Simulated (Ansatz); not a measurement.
Mg₂H₆Os:
```yaml
crystal:
  lattice:
    - [0.00000, 3.32187, 3.32187]
    - [3.32187, 0.00000, 3.32187]
    - [3.32187, 3.32187, 0.00000]
  atoms:
    - { symbol: Mg, position: [0.75000, 0.75000, 0.75000] }
    - { symbol: Mg, position: [0.25000, 0.25000, 0.25000] }
    - { symbol: H, position: [0.74661, 0.74661, 0.25339] }
    - { symbol: H, position: [0.25339, 0.25339, 0.74661] }
    - { symbol: H, position: [0.25339, 0.74661, 0.74661] }
    - { symbol: H, position: [0.74661, 0.25339, 0.25339] }
    - { symbol: H, position: [0.74661, 0.25339, 0.74661] }
    - { symbol: H, position: [0.25339, 0.74661, 0.25339] }
    - { symbol: Os, position: [0.00000, 0.00000, 0.00000] }
```

The program Ansatz at the r²SCAN level (PAW) gives a gap of 3.82 eV without spin–orbit coupling, maximum at W, minimum on the Γ–X line, 85 % of the way from Γ.

Problem. What happens when spin–orbit coupling is switched on?

Solution. The gap drops by 0.15 eV, to 3.67 eV; maximum at X, minimum on the Γ–X line, 83 % of the way from Γ.

Problem. Give the electron effective mass with spin–orbit coupling.

Solution. 0.55, 0.55, 2.3 mₑ (principal values).

Problem. Give the hole effective mass with spin–orbit coupling.

Solution. 3.9, 3.9, 7.0 mₑ (principal values).

Space group Fm-3m. The first step of the workflow began from a Materials Project structure, measured or hypothetical; the Crystallography Open Database copy checked does not list it. Its standing as an ambient phase is unchecked. The r²SCAN relaxation kept the symmetry of its start. At this level the phase is dynamically unstable (imaginary phonons). No spin polarisation was allowed.

Potentials: the later of the program's two PAW sets.
